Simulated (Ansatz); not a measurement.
AgI (rock salt, Fm-3m), a = b = c = 5.985 Å, α = β = γ = 90.00°; the cell used has 2 atoms.

Relaxed with PBEsol. The program Ansatz at the PBEsol level (PAW) gives a gap of 0.38 eV.

### Question
What gap does HSE06 give on the same cell (Ansatz, PAW)?

### Answer
1.60 eV, 1.22 eV more. The hybrid was solved on a coarser mesh and at special points; its gap is the smallest among all of these.

| k | v1 PBEsol | c1 PBEsol | v1 HSE06 | c1 HSE06 |
|---|---|---|---|---|
| Γ | -1.54 | 0.94 | ? | ? |
| X | -2.78 | 0.38 | -2.78 | 1.60 |
| L | 0.00 | 3.03 | ? | ? |
| W | -2.23 | 3.13 | ? | ? |
| K | -1.49 | 1.91 | ? | ? |

### Question
Top valence (v1) and lowest conduction level (c1) in eV from each method's valence maximum (which need not be a listed point): supply the withheld HSE06 values.

### Answer

- W, v1 HSE06: -2.29
- W, c1 HSE06: 4.34
- K, v1 HSE06: -1.56
- K, c1 HSE06: 3.12
- Γ, v1 HSE06: -1.45
- Γ, c1 HSE06: 2.28
- L, v1 HSE06: 0.00
- L, c1 HSE06: 4.18

Cost on shared cores: the PBEsol run (SCF on a 8×8×8 mesh, then bands and DOS) around 15 core-seconds (rough), the HSE06 run (SCF on 6×6×6, then a few points) about 2.0 core-minutes (a rough figure); the tasks are unlike.

This is a known high-pressure phase of the composition, computed here at zero pressure and temperature. The cell was relaxed with PBEsol under the symmetry of its start; its stability against distortions is not shown here. No spin polarisation was allowed. Scalar-relativistic: spin–orbit coupling is off unless named, which matters more the heavier the elements.

Potentials: the later of the program's two PAW sets.
